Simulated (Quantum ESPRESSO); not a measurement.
```
CELL_PARAMETERS angstrom
      4.03442     0.00000     0.00000
     -2.01721     3.49391     0.00000
      0.00000     0.00000    16.86252
ATOMIC_POSITIONS crystal
  Se 0.33333 0.66667 0.59093
  Se 0.66667 0.33333 0.40907
  Se 0.66667 0.33333 0.09093
  Se 0.33333 0.66667 0.90907
  In 0.33333 0.66667 0.33278
  In 0.66667 0.33333 0.66722
  In 0.66667 0.33333 0.83278
  In 0.33333 0.66667 0.16722
```

Cell and atoms were relaxed with PBE+D3(BJ) from Materials Project entry mp-20485, within its symmetry.

Q: What does norm-conserving PBEsol (Quantum ESPRESSO, 86 Ry, without SOC) give for the electronic structure near the Fermi level?

A: The PBEsol gap is direct, 0.29 eV at Γ. Spin-orbit splittings are left out.
